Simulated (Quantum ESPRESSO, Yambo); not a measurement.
Quasiparticle gap of AlClO monolayer

```
AlClO
1.0
    3.13529     0.00000     0.00000
    0.00000     3.63602     0.00000
    0.00000     0.00000    19.00000
O Al Cl
2 2 2
Direct
  0.00000   0.00000   0.97970
  0.50000   0.50000   0.02030
  0.00000   0.50000   0.95678
  0.50000   0.00000   0.04322
  0.50000   0.50000   0.86850
  0.00000   0.00000   0.13150
```

The layer was cut from Materials Project entry mp-27863 and relaxed with PBEsol in a cell 19.0 Å high, with the Coulomb interaction truncated along z.

Starting point: norm-conserving PBEsol (Quantum ESPRESSO, 84 Ry, no spin-orbit coupling). G0W0 in Yambo: 6×4×1 Γ-centred k mesh, 142 bands and a 7 Ry block in the screening, 142 bands in G with the Bruneval-Gonze terminator, plasmon pole fitted at 27.2 eV, slab-truncated Coulomb interaction, stochastic integration of W near q = 0.

| Property | Value |
|---|---|
| PBEsol gap along the band path | 5.96 eV |
| PBEsol gap between the mesh's edge points ((-0.5, 0) → Γ) | 5.96 eV |
| G0W0 gap between the same points | 9.51 eV |
| PBEsol smallest direct gap on the mesh (at Γ) | 6.18 eV |
| G0W0 direct gap at that point | 9.57 eV |

```
k point       band  E PBEsol (eV)  E QP (eV)  shift (eV)     Z
------------  ----  -------------  ---------  ----------  ----
Γ               VB          -0.22      -2.22       -2.00  0.83
Γ               CB           5.96       7.35        1.39  0.86
(0, -0.5)       VB          -0.21      -2.21       -2.00  0.83
(0, -0.5)       CB           7.83       9.53        1.71  0.86
(-0.5, 0)       VB           0.00      -2.16       -2.16  0.82
(-0.5, 0)       CB           6.88       8.67        1.79  0.86
(-0.5, -0.5)    VB          -0.78      -2.69       -1.91  0.82
(-0.5, -0.5)    CB           7.25       9.10        1.85  0.85
```

Energies count from the PBEsol valence-band maximum.

Nearest settings tried, and what they do to the gap: 53 bands in G: -7 meV; 53 bands in W, 53 bands in G: +102 meV. Not varied: block, mesh, cell height. So the settings aren't converged at that level.

This is a model layer cut from the bulk structure; whether it is stable on its own was not checked.
